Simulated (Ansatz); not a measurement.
The calculation used Ansatz 0.2.0, DFT PBE, scalar-relativistic, plane waves, PAW. Cutoff 420 eV, Γ-centred meshes of about 0.25 Å⁻¹ or finer for metals and 0.3 Å⁻¹ for insulators (2π included), Gaussian smearing. No spin polarisation.

Temperature and zero-point effects are left out.

Two forms of La2SnO were relaxed alike.

A.

```cif
data_structure
_symmetry_space_group_name_H-M 'I4/mcm'
_symmetry_Int_Tables_number 140
_cell_length_a 8.1668
_cell_length_b 8.1668
_cell_length_c 6.4971
_cell_angle_alpha 90.000
_cell_angle_beta 90.000
_cell_angle_gamma 90.000
_cell_volume 433.33
loop_
_atom_site_label
_atom_site_type_symbol
_atom_site_symmetry_multiplicity
_atom_site_Wyckoff_symbol
_atom_site_fract_x
_atom_site_fract_y
_atom_site_fract_z
_atom_site_occupancy
La1 La 8 h 0.15154 0.65154 0.50000 1
Sn1 Sn 4 a 0.00000 0.00000 0.25000 1
O1 O 4 b 0.00000 0.50000 0.75000 1
```

B.

```cif
data_structure
_symmetry_space_group_name_H-M 'P4/mmm'
_symmetry_Int_Tables_number 123
_cell_length_a 5.0189
_cell_length_b 5.0189
_cell_length_c 4.4688
_cell_angle_alpha 90.000
_cell_angle_beta 90.000
_cell_angle_gamma 90.000
_cell_volume 112.57
loop_
_atom_site_label
_atom_site_type_symbol
_atom_site_symmetry_multiplicity
_atom_site_Wyckoff_symbol
_atom_site_fract_x
_atom_site_fract_y
_atom_site_fract_z
_atom_site_occupancy
La1 La 2 e 0.50000 0.00000 0.50000 1
Sn1 Sn 1 c 0.50000 0.50000 0.00000 1
O1 O 1 b 0.00000 0.00000 0.50000 1
```

Task: Which is lower in energy, and by how much?

Result: A is lower, by 150 meV/atom. A has space group I4/mcm (No. 140), 27.1 Å³/atom and no gap on its mesh; B has space group P4/mmm (No. 123), 28.1 Å³/atom and no gap. The denser one is the lower, and pressure would at first widen the difference. In A, La is surrounded by 2 O at 2.39 Å, 1 La at 3.50 Å, 4 Sn at 3.50 Å, 6 La at 3.97–4.08 Å, 2 O at 4.34 Å and 4 La at 4.39 Å; Sn has 2 Sn at 3.25 Å, 8 La at 3.50 Å and 4 O at 4.08 Å; around O lie 4 La at 2.39 Å, 2 O at 3.25 Å and 4 Sn at 4.08 Å. In B, La has 2 O at 2.51 Å, 4 Sn at 3.36 Å, 4 La at 3.55 Å and 2 La at 4.47 Å; Sn has 8 La at 3.36 Å; around O lie 4 La at 2.51 Å. Both come from trial cells of a structure search.

With atoms moved at random, A came back. B had no clear such test and can be a saddle point.
